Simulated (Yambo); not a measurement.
A G0W0@PBEsol run in Yambo for La2O3 (space group P-3m1, No. 164) (3×3×2 Γ-centred k mesh, 312 bands and a 8 Ry block in the screening, 312 bands in G with the Bruneval-Gonze terminator, plasmon pole fitted at 27.2 eV) gives these matrix elements, in eV, at the band edges ((0, 0.333, -0.5) → K):

```json
[
 {"state": "valence edge", "E0": "0.000", "<Vxc>": "-18.783", "<Σx>": "-23.509", "<Σc(E0)>": "4.062", "Z": "0.776"},
 {"state": "conduction edge", "E0": "3.846", "<Vxc>": "-11.646", "<Σx>": "-6.261", "<Σc(E0)>": "-4.310", "Z": "0.828"}
]
```

Solve the linearised quasiparticle equation for both states, give the gap, and say how exchange and correlation each act on it.

E = E0 + Z(Σx + Σc − Vxc). Valence: 0.000 + 0.776 × (-23.509 + (4.062) − (-18.783)) = -0.52 eV. Conduction: 3.846 + 0.828 × (-6.261 + (-4.310) − (-11.646)) = 4.74 eV. The gap is 5.25 eV, against 3.85 eV in PBEsol. Replacing Vxc by bare exchange alone would open it by 10.11 eV; correlation takes back 8.37 eV of that, and Z scales what is left. Convergence of the G0W0 settings was not tested. The k mesh is coarse. The mesh misses a band edge: along a dense path the PBEsol gap is 3.76 eV against 3.85 eV on the mesh. The 4f states are in the valence at their DFT position.

Geometry of the Materials Project entry, not relaxed at this level; primitive cell a = 3.9308 Å, b = 3.9308 Å, c = 6.1120 Å, α = 90.00°, β = 90.00°, γ = 120.00°.
